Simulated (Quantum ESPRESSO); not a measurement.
# Planted mistakes on one cell of AlMg3F7O

Calculated results; nothing here was measured. They come from pw.x of Quantum ESPRESSO 7.5, a plane-wave density functional program, with PseudoDojo standard norm-conserving files (v0.5 for PBE, v0.4.1 for LDA and PBEsol). The cells are made up: elements, strain and atom displacements were drawn at random, and nothing was relaxed. There is no spin polarisation, spin-orbit coupling or dispersion term.

The cell has 12 sites of a fluorite lattice. Sites 1 to 4 hold Al Mg Mg Mg; sites 5 to 12 hold F F F F O F F F. Cell vectors in Å: (4.898, 0.068, -0.019); (0.068, 5.008, -0.023); (-0.019, -0.023, 5.004). Settings: PBE, cutoff 1143 eV, 5 x 4 x 4 k mesh shifted by half a step, Fermi-Dirac smearing of 0.025 eV.

The intended run has a self-consistency threshold of 1e-07 eV, a smearing term of 0.000 eV, a pressure of 6.85 GPa and 12 iterations. Each further run changes one thing: all lengths scaled by 0.9933; atoms of sites 9 and 10 exchanged; cutoff 726 eV; files of PBEsol; k mesh 1 x 1 x 1; one electron removed; smearing 0.41 eV; threshold 0.2 eV. A coarse mesh keeps the shift, and a charged cell sits in a uniform background.

```
run  change of free energy (eV)  smearing term -TS (eV)  change of P (GPa)  largest change of a force component (eV/Å)  iterations
  A                      -4.383                   0.000              -8.16                                       0.702          12
  B                      -0.467                   0.000              -0.78                                       3.690          12
  C                      -0.137                  -0.399               0.88                                       0.320          12
  D                      10.905                   0.000             -88.70                                       0.128          11
  E                       0.126                   0.000               2.78                                       0.298          11
  F                       0.009                   0.000               0.59                                       0.097           6
  G                      26.601                   0.000              -4.28                                       0.193          12
  H                      -6.391                  -0.008             -17.12                                       2.275          12
```

A rerun of the intended cell at 1437 eV and k mesh 7 x 6 x 6 moved values by no more than 0.004 eV in the cell's energy, 0.03 GPa in stress and 0.005 eV/Å in force.

Question: which change belongs to which run?

## Worked reading

Run F has the fewest iterations, as a run stopped early does. Run C has the largest smearing term, as wide smearing gives. Run D has a higher energy and the largest fall in pressure, as too small a basis gives. Run E changes the volume by a factor of 0.9800; minus its pressure change over the logarithm of that factor, 138 GPa, is a rough bulk modulus with clamped atoms. Energies from files of another functional, or of a charged cell, have another zero and say nothing on stability; the pressure of a charged cell rests on the program's zero of potential too.

## Key

| run | change |
| --- | --- |
| A | k mesh 1 x 1 x 1 |
| B | atoms of sites 9 and 10 exchanged |
| C | smearing 0.41 eV |
| D | cutoff 726 eV |
| E | all lengths scaled by 0.9933 |
| F | threshold 0.2 eV |
| G | files of PBEsol |
| H | one electron removed |